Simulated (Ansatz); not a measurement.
# What DFT gives for TaBi3

```
Ta Bi
1.0
     0.00000    4.75735    0.00000
     4.75735    0.00000    0.00000
     2.37867    2.37867   -5.28855
Ta Bi
1 3
Direct
  0.50000 0.50000 0.00000
  0.00000 0.00000 0.00000
  0.75000 0.25000 0.50000
  0.25000 0.75000 0.50000
```

The numbers come from plane-wave PAW DFT (Ansatz): PBEsol, no spin polarisation, 420 eV, 8×8×8 Γ-centred k points, fermi-dirac occupations (width 0.1 eV). Nothing was relaxed.

(1) Metal or insulator?

(2) Are the atoms at rest?

(3) Is it stable against the elements?

(4) Is the cell too large or too small?

(5) Which element gives electrons and which takes them?

Origin: a known structure type with other elements, at an estimated volume, so it need not be a known compound. Caveats: many states at the Fermi level without spin polarisation, so a magnetic state may lie lower.

## Answers

(1) It is a metal, with about 4.9 states/eV a cell as the mean within 0.25 eV of the Fermi level, mostly Ta d (59 %) and Bi p (28 %).

(2) The forces vanish by the symmetry of the sites.

(3) 0.78 eV an atom against the elements' usual phases (free molecules for gases, crystals otherwise, with no correction for O₂ or N₂), so at this geometry it isn't bound against them. Relaxing would lower it.

(4) The pressure is -8.6 GPa (compression positive), so with the atoms held at these fractions the cell would first shrink.

(5) Bader charges in e: Ta +0.40, Bi -0.26 to -0.07. In the mean Ta gives up most and Bi takes most.
